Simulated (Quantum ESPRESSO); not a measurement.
```cif
data_SnTe
_chemical_formula_sum 'Sn1 Te1'
_space_group_name_H-M_alt 'P 1'
_space_group_IT_number 1
_cell_length_a 4.44306
_cell_length_b 4.44306
_cell_length_c 4.44306
_cell_angle_alpha 60.000
_cell_angle_beta 60.000
_cell_angle_gamma 60.000
loop_
_space_group_symop_operation_xyz
  'x, y, z'
loop_
_atom_site_label
_atom_site_type_symbol
_atom_site_fract_x
_atom_site_fract_y
_atom_site_fract_z
_atom_site_occupancy
Sn1 Sn 0.00000 0.00000 0.00000 1
Te1 Te 0.50000 0.50000 0.50000 1
```

Cell and atoms were relaxed with PBEsol from Materials Project entry mp-1883, within its symmetry.

Task: What does PBE (stringent potentials; pw.x of Quantum ESPRESSO, ONCV potentials, scalar-relativistic) give for the electronic structure near the Fermi level?

Result: The PBE gap is direct, 0.12 eV at L. Spin-orbit coupling is left out, which matters for elements this heavy: edges can move by tenths of an eV. So small a PBE gap in heavy elements may be inverted, where one-shot corrections to single bands mislead.
